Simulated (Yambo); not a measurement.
G0W0@PBEsol for BaHCl (space group P4/nmm, No. 129) in Yambo (2×2×2 mesh, 7 Ry block, plasmon pole, screening fixed), without a terminator:

```
bands N in G  gap Z → Z (eV)  shift of the valence edge (eV)
------------  --------------  ------------------------------
72                     5.149                          -0.699
126                    5.215                          -1.059
198                    5.227                          -1.195
```

**Question.** Extrapolate both columns to infinite N with E(N) = E∞ + A/N, test the form, and compare with the terminator.

**Answer.** From two points, E∞ = (N2 E2 − N1 E1)/(N2 − N1). The two largest N give 5.25 eV for the gap and -1.43 eV for the shift; the two smallest give 5.30 eV and -1.54 eV. For the gap the slopes A are -11 and -4.2 eV: the form isn't reached, and its limit is uncertain. For the shift the slopes A are 60 and 47 eV: the form isn't reached, and its limit is uncertain. With the Bruneval-Gonze terminator and 198 bands the run gives 5.24 eV and -1.29 eV, 0.01 eV and 0.14 eV from the extrapolated values: the terminator too is an estimate of the remainder. Block, mesh and the bands in W are held fixed.

Geometry of the Materials Project entry, not relaxed at this level; primitive cell a = b = 4.421 Å, c = 7.269 Å, α = β = γ = 90.00°.

A shift is the quasiparticle energy of the state minus its PBEsol energy.
